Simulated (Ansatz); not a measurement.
The start is a randomly generated symmetric cell of Hf3N4 (space group No. 47). A full variable-cell relaxation at zero pressure is run with r2SCAN (plane waves to 500 eV, PAW, scalar-relativistic; Ansatz, an electronic-structure program). First-step values are on the input's coarse k-mesh.

Ansatz input (later rounds restart from its end on a renewed k-mesh):
Ansatz 0.2 input:
```yaml
crystal:
  lattice:
    - [4.4268584, 0, 0]
    - [0, 4.5300208, 0]
    - [0, 0, 4.7828605]
  atoms:
    - { symbol: Hf, position: [0, 0, 0] }
    - { symbol: Hf, position: [0.5, 0, 0] }
    - { symbol: Hf, position: [0.5, 0, 0.5] }
    - { symbol: N, position: [0.75895483, 0.5, 0] }
    - { symbol: N, position: [0.24104517, 0.5, 0] }
    - { symbol: N, position: [0, 0.335519, 0.5] }
    - { symbol: N, position: [0, 0.664481, 0.5] }
basis: { ecutwfc: 500, ecutrho_ratio: 4, xc_grid: 4, fft_grid_basis: typed }
kpoints: { mp_grid: { grid: [5, 5, 5] } }
hamiltonian:
  xc: r2scan
  dispersion: none
  pseudopotentials: { kind: paw }
scf: { occupations: { method: fermi_dirac, width: 0.05 } }
relax: { f_tol: 0.01, max_steps: 100, cell: { stress_tol: 0.02 } }
output: { forces: true, stress: true }
```

By how much does the energy per atom fall from start to end?

About 2.0 eV/atom.

How does the volume change?

+15.8 %, from 13.70 to 15.86 Å³/atom.

What band gap does the relaxed structure have at this level?

Zero (metallic).

Write out the relaxed structure.


Space group Pmmm (No. 47); a = 3.2504 Å, b = 5.8176 Å, c = 5.8717 Å, α = β = γ = 90.00°

```csv
atom,site,symmetry,x,y,z
Hf,1a,mmm,0.0000,0.0000,0.0000
Hf,1e,mmm,0.0000,0.5000,0.0000
Hf,1g,mmm,0.0000,0.5000,0.5000
N,2o,m2m,0.5000,0.2473,0.0000
N,2j,2mm,0.3256,0.0000,0.5000
```

The space group stays Pmmm (No. 47) (the run could not lower it), with 7 atoms in the primitive cell. Final values are on a 14×8×8 k-mesh of the relaxed cell. The start holds a very short contact (N–N 1.49 Å). The relaxed cell holds bonded N–N pairs (1.13 Å). No spin polarisation in the result.

The run could not lose the symmetry of its start, so the end can be a saddle point.

The relaxed structure here is a generated cell of Hf3N4: the first start was made by a random draw of sites in a space group, and the end was not matched to a known phase here, so it may be hypothetical.
